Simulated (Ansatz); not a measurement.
## Hf$_{2}$Cu: frozen-core PAW against all-electron methods

```
CELL_PARAMETERS angstrom
-1.58475 1.58475 5.45532
1.58475 -1.58475 5.45532
1.58475 1.58475 -5.45532
ATOMIC_POSITIONS crystal
Hf 0.34000 0.34000 0.00000
Hf 0.66000 0.66000 0.00000
Cu 0.00000 0.00000 0.00000
```

Atom numbers follow the list: Hf1, Hf2, Cu3.

The cell comes from COD entry 1524980, which wasn't checked; take it as a given geometry. The listed cell was then made from it by scaling, straining or moving an atom.

Spin polarisation is left out, and whether a magnetic state lies lower isn't shown here.

Spin–orbit coupling is left out, though it moves levels of the heavy atoms by tenths of an eV or more.

Levels of theory: DFT, PBEsol, PAW with Ansatz's default frozen-core files, scalar-relativistic (Ansatz 0.2.0); DFT, PBEsol, all-electron PAW with datasets made for the crystal, scalar-relativistic (Ansatz 0.2.0); DFT, PBEsol, all-electron LAPW, scalar-relativistic (Ansatz 0.2.0).

For PAW: a Γ-centred 16×16×16 k mesh, Fermi–Dirac smearing of 0.03 eV, cutoff 420 eV, no spin polarisation; the PAW files were made with PBE, and the program remakes their frozen cores for this functional. The crystal-made all-electron datasets (AE datasets) take a cutoff of 400 eV at this cell. LAPW targets a basis error of 1 meV/atom. The Ansatz runs share mesh, smearing and spin set-up. Plane-wave (PAW) pressures include the program's estimate of the Pulay term.

Stress and pressure are positive in compression.

```tsv
quantity	PAW	AE datasets	LAPW
pressure (GPa)	-0.66	-0.64	-0.64
stress xx (GPa)	-1.31	-1.28	-1.28
stress zz (GPa)	0.63	0.65	0.65
force on Hf1, z (eV/Å)	0.811	0.811	0.812
```

PAW's pressure differs from the LAPW value by -0.02 GPa.
